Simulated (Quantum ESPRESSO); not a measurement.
# Planted mistakes on one cell of In3GaP4

Calculated results; nothing here was measured. They come from pw.x of Quantum ESPRESSO 7.5, a plane-wave density functional program, with PseudoDojo standard norm-conserving files (v0.5 for PBE, v0.4.1 for LDA and PBEsol). The cells are made up: elements, strain and atom displacements were drawn at random, and nothing was relaxed. There is no spin polarisation, spin-orbit coupling or dispersion term.

The cell has 8 sites of a zincblende or diamond lattice. Sites 1 to 4 hold In In Ga In; sites 5 to 8 hold P P P P. Cell vectors in Å: (5.724, 0.016, 0.040); (0.016, 5.790, 0.007); (0.040, 0.007, 5.863). Settings: PBE, cutoff 1088 eV, 4 x 4 x 4 k mesh shifted by half a step, Fermi-Dirac smearing of 0.025 eV.

The intended run has a self-consistency threshold of 1e-07 eV, a smearing term of 0.000 eV, a pressure of 2.75 GPa and 11 iterations. Each further run changes one thing: all lengths scaled by 1.0114; atoms of sites 3 and 4 exchanged; cutoff 592 eV; files of PBEsol; k mesh 1 x 1 x 1; one electron removed; smearing 0.43 eV; threshold 0.08 eV. A coarse mesh keeps the shift, and a charged cell sits in a uniform background.

| run | change of free energy (eV) | smearing term -TS (eV) | change of P (GPa) | largest change of a force component (eV/Å) | iterations |
| --- | --- | --- | --- | --- | --- |
| A | -0.065 | 0.000 | -2.34 | 0.136 | 11 |
| B | 27.990 | 0.000 | -120.68 | 0.010 | 11 |
| C | 7.784 | 0.000 | 4.16 | 0.245 | 12 |
| D | 16.530 | 0.000 | -2.73 | 0.052 | 10 |
| E | 0.016 | 0.000 | 1.25 | 0.901 | 3 |
| F | -0.157 | -0.652 | 0.41 | 0.031 | 10 |
| G | 0.121 | 0.000 | 0.26 | 1.485 | 11 |
| H | -6.651 | -0.007 | -10.03 | 0.099 | 11 |

A rerun of the intended cell at 1377 eV and k mesh 6 x 6 x 6 moved values by no more than 0.009 eV in the cell's energy, 0.02 GPa in stress and 0.002 eV/Å in force.

Question: which change belongs to which run?

## Worked reading

Run E has the fewest iterations, as a run stopped early does. Run F has the largest smearing term, as wide smearing gives. Run B has a higher energy and the largest fall in pressure, as too small a basis gives. Run A changes the volume by a factor of 1.0346; minus its pressure change over the logarithm of that factor, 69 GPa, is a rough bulk modulus with clamped atoms. Energies from files of another functional, or of a charged cell, have another zero and say nothing on stability; the pressure of a charged cell rests on the program's zero of potential too.

## Key

| run | change |
| --- | --- |
| A | all lengths scaled by 1.0114 |
| B | cutoff 592 eV |
| C | k mesh 1 x 1 x 1 |
| D | files of PBEsol |
| E | threshold 0.08 eV |
| F | smearing 0.43 eV |
| G | atoms of sites 3 and 4 exchanged |
| H | one electron removed |